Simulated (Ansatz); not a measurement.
ZrB$_{2}$ (AlB2 type, space group P6/mmm)

```yaml
crystal:
  lattice:
    - [3.17143, 0.00000, 0.00000]
    - [-1.58571, 2.74654, 0.00000]
    - [0.00000, 0.00000, 3.54132]
  atoms:
    - { symbol: Zr, position: [0.00000, 0.00000, 0.00000] }
    - { symbol: B, position: [0.33333, 0.66667, 0.50000] }
    - { symbol: B, position: [0.66667, 0.33333, 0.50000] }
```

The slice is a (1 -1 0 0) plane (indices of the conventional cell) through the point (0.000, 0.000, 0.000) (fractional), spanned by u = [110] and v = [001] in vectors of this cell: u (3.17 Å) and v (3.54 Å, at 90° to u). It covers one period; positions are fractions (u, v).

Level of theory: PBE (plane waves to 420 eV, PAW, scalar-relativistic; Ansatz, a program for electronic structure). k mesh 17×17×13. Near the nuclei the fields are pseudised (PAW); where an atom keeps semicore shells as valence, they peak there. ZrB2 is run without spin polarisation. ZrB2 was relaxed with its symmetry unable to fall.

**Question.** Sketch the valence electron density on this plane as a map.

**Answer.** 
```
|@@@@#+-.   .-+#@@@|
|@@@%#=:.. ..:=#%@@|
|@@%#+-:.....:-+#%@|
|%##+=:.......:=+##|
|++=-:::::::::::-=+|
|-:::.::::-::::.:::|
|.....::-----::....|
|   ..:--===--:..  |
|   ..:-=====-:..  |
|   ..:-=====-:..  |
|   ..:-=====-:..  |
|   ..:--===--:..  |
|.....::-----::....|
|-:::.::::-::::.:::|
|++=-:::::::::::-=+|
|%##+=:.......:=+##|
|@@%#+-:.....:-+#%@|
|@@@%#=:.. ..:=#%@@|
|@@@@#+-.   .-+#@@@|
|%@@@%+-.   .-+%@@@|
```
Scale: ten equal steps from -0.83 (start of ' ') to 0.62 (end of '@'), in the order ' .:-=+*#%@'. Values: log₁₀ of the valence density in e/Å³. The map has 18 points along u (one character each, u = 0 at the left) and 20 along v (v = 0 in the bottom row). The scale is logarithmic, as a density can span decades between atoms and voids.
